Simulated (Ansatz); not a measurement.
Input:

RbTcO4:
```yaml
crystal:
  lattice:
    - [-2.84187, 2.84187, 6.26886]
    - [2.84187, -2.84187, 6.26886]
    - [2.84187, 2.84187, -6.26886]
  atoms:
    - { symbol: Rb, position: [0.75000, 0.25000, 0.50000] }
    - { symbol: Rb, position: [0.00000, 0.00000, 0.00000] }
    - { symbol: Tc, position: [0.50000, 0.50000, 0.00000] }
    - { symbol: Tc, position: [0.25000, 0.75000, 0.50000] }
    - { symbol: O, position: [0.70297, 0.79093, 0.33795] }
    - { symbol: O, position: [0.54093, 0.70298, 0.58796] }
    - { symbol: O, position: [0.45298, 0.36502, 0.66205] }
    - { symbol: O, position: [0.11502, 0.95297, 0.41204] }
    - { symbol: O, position: [0.04703, 0.45907, 0.16205] }
    - { symbol: O, position: [0.20907, 0.54702, 0.91204] }
    - { symbol: O, position: [0.29702, 0.88498, 0.83795] }
    - { symbol: O, position: [0.63498, 0.29703, 0.08796] }
```

This is the LDA-relaxed structure. Cartesian axes are those of the cell as given.

Question: All from LDA (plane waves, PAW; program Ansatz), unless another level is named. Give the Hill bulk and shear moduli.

Answer: 30.0 and 11.7 GPa.

Question: Next, the elastic constants (relaxed ions, GPa)?

Answer: C11 = 42.4, C12 = 28.0, C13 = 22.4, C33 = 40.2, C44 = 13.9, C66 = 17.7, C16 = -3.9.

Space group I4_1/a. The workflow started from a Materials Project entry (that database holds measured and hypothetical structures alike); the Crystallography Open Database copy checked does not list it. Whether it is the stable phase at ambient conditions was not checked. Symmetry was held in the LDA relaxation; whether a distortion lowers the energy is not shown. The run is not spin-polarised.

Potentials: the later of the program's two PAW sets.
